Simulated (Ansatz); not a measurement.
Theory: Ansatz 0.2.0, DFT PBE, scalar-relativistic, plane waves, PAW. All cells share a 420 eV cutoff and Γ-centred k meshes spaced at most about 0.3 Å⁻¹ (about 0.25 or finer for metals, 2π included). No spin polarisation in the final relaxations.

All energies are static (0 K, no zero-point motion).

Two forms of LaNb2F3 were relaxed alike.

1.

```cif
data_structure
_symmetry_space_group_name_H-M 'P4/mmm'
_symmetry_Int_Tables_number 123
_cell_length_a 3.0439
_cell_length_b 3.0439
_cell_length_c 13.0264
_cell_angle_alpha 90.000
_cell_angle_beta 90.000
_cell_angle_gamma 90.000
_cell_volume 120.70
loop_
_atom_site_label
_atom_site_type_symbol
_atom_site_symmetry_multiplicity
_atom_site_Wyckoff_symbol
_atom_site_fract_x
_atom_site_fract_y
_atom_site_fract_z
_atom_site_occupancy
La1 La 1 d 0.50000 0.50000 0.50000 1
Nb1 Nb 2 h 0.50000 0.50000 0.88888 1
F1 F 1 a 0.00000 0.00000 0.00000 1
F2 F 2 g 0.00000 0.00000 0.59891 1
```

2.

```cif
data_structure
_symmetry_space_group_name_H-M 'R-3m:H'
_symmetry_Int_Tables_number 166
_cell_length_a 5.1860
_cell_length_b 5.1860
_cell_length_c 13.4542
_cell_angle_alpha 90.000
_cell_angle_beta 90.000
_cell_angle_gamma 120.000
_cell_volume 313.37
loop_
_atom_site_label
_atom_site_type_symbol
_atom_site_symmetry_multiplicity
_atom_site_Wyckoff_symbol
_atom_site_fract_x
_atom_site_fract_y
_atom_site_fract_z
_atom_site_occupancy
La1 La 3 a 0.00000 0.00000 0.00000 1
Nb1 Nb 6 c 0.00000 0.00000 0.71060 1
F1 F 9 d 0.16667 0.83333 0.83333 1
```

Question: Which is lower in energy, and by how much?

Answer: Cell 2 is lower, by 284 meV/atom. Cell 1 has space group P4/mmm (No. 123), 20.1 Å³/atom and no gap on its mesh; cell 2 has space group R-3m (No. 166), 17.4 Å³/atom and no gap. Counting F atoms around La and Nb (those within 1.25 times the shortest such distance or 1.15 times the sum of covalent radii), cell 1 has La 8, Nb 4 and cell 2 has La 6, Nb 3. In cell 1, La has 8 F at 2.51 Å and 4 La at 3.04 Å; Nb has 4 F at 2.59 Å and 5 Nb at 2.90–3.04 Å; around F on a site of symmetry 4/mmm lie 8 Nb at 2.59 Å and 4 F at 3.04 Å; 1 more site not described. In cell 2, around La lie 6 F at 2.70 Å, 6 Nb at 3.05 Å and 2 Nb at 3.89 Å; Nb has 3 F at 2.23 Å, 3 La at 3.05 Å, 3 Nb at 3.22 Å, 6 F at 3.84 Å and 1 La at 3.89 Å; F has 2 Nb at 2.23 Å, 4 F at 2.59 Å and 2 La at 2.70 Å. Both come from invented guesses. A third cell relaxed alike, in P-3m1, lies 27 meV/atom below the lower of the two.

A magnetic state wasn't ruled out in cells without spin, among them P4/mmm, R-3m. Cells relaxed within their symmetry can be saddle points.
